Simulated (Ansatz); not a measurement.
Given:

Si2W:
```
CELL_PARAMETERS angstrom
      0.00000     3.93455     4.45970
      2.27860     0.00000     4.45970
      2.27860     3.93455     0.00000
ATOMIC_POSITIONS crystal
  Si 0.66407 0.33593 0.66407
  Si 0.33593 0.66407 0.33593
  Si 0.58593 0.91407 0.58593
  Si 0.91407 0.58593 0.91407
  W  0.00000 0.00000 0.00000
  W  0.25000 0.25000 0.25000
```

This is the PBEsol-relaxed structure.

Question: All from PBEsol in the plane-wave PAW code Ansatz, unless another level is named. Predict the electronic character.

Answer: metallic (no gap).

Question: What about the formation energy from the elements (no fitted shifts)?

Answer: -0.33 eV/atom.

Question: What about the density of states at the Fermi level?

Answer: 0.30 states/eV per atom (mean over ±0.08 eV).

Question: What about the gap with spin–orbit coupling?

Answer: none (metallic).

Space group Fddd. A made-up cell: these elements were put on the sites of a structure type; neither database checked (COD, Materials Project) lists it. It is not the phase usual at ambient conditions (space group No. 139). The PBEsol relaxation kept the symmetry of its start; whether a distortion lowers the energy is not shown. No spin polarisation was allowed. The references are the lowest solids computed at this level, not always the standard phases. Spin–orbit coupling is left out wherever it is not named.

Potentials: the earlier of the program's two PAW sets. The files were generated under PBE; for other functionals the program regenerates the frozen cores, and for LDA and PBEsol the local potential too.
